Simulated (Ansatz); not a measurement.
One crystal and one scan (scan of one atom of the cell) at two levels, r2SCAN (plane waves to 500 eV, PAW, scalar-relativistic; Ansatz, a quantum-chemistry and plane-wave program) and PBE (plane waves to 420 eV, PAW, scalar-relativistic; Ansatz), each from its own relaxed cell and on its own mesh. The cell shown is that of r2SCAN.

Lu (hcp, Mg type)

```yaml
crystal:
  lattice:
    - [3.50442, 0.00000, 0.00000]
    - [-1.75221, 3.03492, 0.00000]
    - [0.00000, 0.00000, 5.45153]
  atoms:
    - { symbol: Lu, position: [0.33333, 0.66667, 0.75000] }
    - { symbol: Lu, position: [0.66667, 0.33333, 0.25000] }
```

In each cell atom 1 (Lu, nearest neighbour Lu at 3.395 Å; its periodic images, 3.5 Å or more away, move with it) moves by s·(0.707, 0.707, 0.000) (along Cartesian [110]), the rest being held.

E stands for the smeared free energy. Lu is run without spin polarisation. Lu was relaxed with its symmetry unable to fall. The PAW data are Ansatz's earlier set. With partly filled bands, energies and forces of such displacements shift with the k mesh and the smearing. Percentages come from the unrounded values. Both scans cover s from -0.340 to 0.340 Å.

Results of r2SCAN:

```
Property                                                                                                                  Result
----------------------------------------------------------------  --------------------------------------------------------------
Lattice constant a (Å)                                                                                                     3.504
Lattice constant c (Å)                                                                                                     5.452
Relaxed volume (Å³/atom)                                                                                                   28.99
Force along the line at s = -0.340 Å (eV/Å)                                                                                0.550
Force constant k = d²E/ds² at s = 0 (finite differences) (eV/Å²)                                                            1.51
Symmetry of the curve                                                        not even: the negative side lies higher at ±0.340 Å
Shape of the curve                                                a single well with its minimum at or next to zero displacement
```

What does PBE give for the same quantities?


```tsv
quantity	PBE	r2SCAN − PBE
Lattice constant a (Å)	3.507	-0.003
Lattice constant c (Å)	5.462	-0.010 (-0.2 %)
Relaxed volume (Å³/atom)	29.09	-0.10 (-0.3 %)
Force along the line at s = -0.340 Å (eV/Å)	0.568	-0.018 (-3.2 %)
Force constant k = d²E/ds² at s = 0 (finite differences) (eV/Å²)	1.59	-0.08 (-5 %)
```

r2SCAN gives the lower value for: force along the line at s = -0.340 Å; force constant k = d²E/ds² at s = 0. They agree on: lattice constant a (within 0.2 %); lattice constant c (within 0.2 %); relaxed volume (within 0.6 %). Both give the same symmetry of the curve: not even: the negative side lies higher at ±0.340 Å. Neither level is exact: the differences show how much the result hangs on the functional.

(A displaced cell: forces are minus the slopes of the energy, force constants its curvatures, and phonons follow from these.)
